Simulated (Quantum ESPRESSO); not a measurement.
# Kohn-Sham bands of CaHClO (P6₃mc)

```yaml
crystal:
  lattice:
    - [3.86984, 0.00000, 0.00000]
    - [-1.93492, 3.35138, 0.00000]
    - [0.00000, 0.00000, 9.80983]
  atoms:
    - { symbol: Ca, position: [0.33333, 0.66667, 0.00007] }
    - { symbol: Ca, position: [0.66667, 0.33333, 0.50007] }
    - { symbol: H, position: [0.00000, 0.00000, 0.16694] }
    - { symbol: H, position: [0.00000, 0.00000, 0.66694] }
    - { symbol: Cl, position: [0.33333, 0.66667, 0.31667] }
    - { symbol: Cl, position: [0.66667, 0.33333, 0.81667] }
    - { symbol: O, position: [0.00000, 0.00000, 0.06812] }
    - { symbol: O, position: [0.00000, 0.00000, 0.56812] }
```

Cell from Materials Project (mp-642725), symmetrised, no further relaxation. Not found in the COD (Crystallography Open Database) copy used; not checked further. Level: PBEsol, no spin polarisation, no spin-orbit coupling; pw.x of Quantum ESPRESSO at 68 Ry with PseudoDojo potentials, 4×4×4 k-points, Wannier90. Density: 12×12×4 mesh, cold smearing 0.01 Ry.

**Question.** List the Kohn-Sham levels between −8 and 8.2 eV relative to the valence-band maximum at the high-symmetry points, as a band run of pw.x on that density gives them (levels within 2 meV counted together).

**Answer.** 
| point | k (reciprocal lattice) | levels (eV) |
|---|---|---|
| Γ | 0.000 0.000 0.000 | -4.49, -4.11, -1.65, -1.17 (×2), -0.95 (×2), -0.82, -0.26 (×2), 0.00 (×2), 5.24, 6.14, 7.29, 7.33 (×2), 7.34 (×2), 8.07 |
| M | 0.500 0.000 0.000 | -4.34, -4.02, -2.05, -1.87, -1.75, -1.25, -0.95, -0.95, -0.77, -0.38, -0.31, -0.19, 6.00, 6.89, 7.08, 7.29, 7.83, 8.00, 8.08 |
| K | 0.333 0.333 0.000 | -4.28, -3.98, -1.79 (×2), -1.56 (×2), -1.51, -1.07, -0.51 (×2), -0.43 (×2), 6.49 (×2), 7.35, 7.60 (×2), 7.70, 8.01 |
| A | 0.000 0.000 0.500 | -4.32 (×2), -1.24 (×2), -1.08 (×4), -0.11 (×4), 6.01 (×2), 6.83 (×2), 7.32 (×4) |
| L | 0.500 0.000 0.500 | -4.19 (×2), -2.01 (×2), -1.46 (×2), -0.95 (×2), -0.46 (×2), -0.35 (×2), 6.36 (×2), 7.18 (×2), 8.04 (×2), 8.09 (×2) |
| H | 0.333 0.333 0.500 | -4.14 (×2), -1.90 (×2), -1.32 (×2), -1.28 (×2), -0.81 (×2), -0.26 (×2), 6.56 (×2), 7.45 (×2), 7.46 (×2) |
